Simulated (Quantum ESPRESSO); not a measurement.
# Strain and stress in Si3FO4N

These are calculations, not measurements. They come from pw.x of Quantum ESPRESSO 7.5, a plane-wave density functional program, with PseudoDojo standard norm-conserving files (v0.5 for PBE, v0.4.1 for LDA and PBEsol). The cells are made up: elements, strain and atom displacements were drawn at random, and nothing was relaxed. There is no spin polarisation, spin-orbit coupling or dispersion term.

The cell has 9 sites of a quartz lattice. Sites 1 to 3 hold Si Si Si; sites 4 to 9 hold F O O O O N. Cell vectors in Å: (5.104, 0.000, 0.000); (-2.552, 4.421, 0.000); (0.000, 0.000, 5.601). Settings: PBE, cutoff 1143 eV, 5 x 5 x 4 k mesh shifted by half a step, Fermi-Dirac smearing of 0.025 eV.

Each run adds the same strain along x and y to one cell, with the atoms carried along; the vectors above are those of run 3. Stress is positive in tension and P is minus a third of its trace. E is the free energy for each atom above the lowest run shown. The last column is band 25 less band 24 at Gamma, from a band step after each run.

```
run  strain (%)  s_xx (GPa)  s_yy (GPa)  s_zz (GPa)  s_xy (GPa)  P (GPa)  E (meV/atom)  level step at Gamma (eV)
  1       -1.37        6.31        0.76        1.26        2.49    -2.78          0.00                     3.042
  2       -0.20        9.82        4.50        3.84        2.33    -6.05         10.93                     2.836
  4        0.87       12.70        7.57        5.93        2.20    -8.73         27.21                     2.645
  5        1.46       14.16        9.12        6.97        2.12   -10.09         38.52                     2.540
  6        2.17       15.82       10.88        8.14        2.04   -11.61         54.30                     2.412
  7        2.44       16.41       11.52        8.56        2.01   -12.16         60.94                     2.363
  3        0.02           ?           ?           ?           ?        ?             ?                         ?
```

A rerun of one of these cells at 1437 eV and k mesh 7 x 7 x 6 moved values by no more than 0.002 eV in the cell's energy, 0.02 GPa in stress and 0.002 eV/Å in force.

## Worked fit

A parabola through the six runs shown gives s_xx = 10.37 + 2.79 e - 0.129 e² GPa, with e in per cent and a scatter of 0.01 GPa. The slope is a stiffness of 279 ± 1 GPa for each unit of this strain at e = 0, the sum of the responses of s_xx to strain along x and along y. The atoms are clamped, and relaxing them would in general lower it. The error is the larger of the fit's own and the change that a cubic makes, rounded up.

## Withheld run

Question: what s_xx should run 3 give?

The fit gives 10.43 GPa. The calculation gave 10.44 GPa.

```
run  strain (%)  s_xx (GPa)  s_yy (GPa)  s_zz (GPa)  s_xy (GPa)  P (GPa)  E (meV/atom)  level step at Gamma (eV)
  3        0.02       10.44        5.15        4.29        2.31    -6.63         13.71                     2.798
```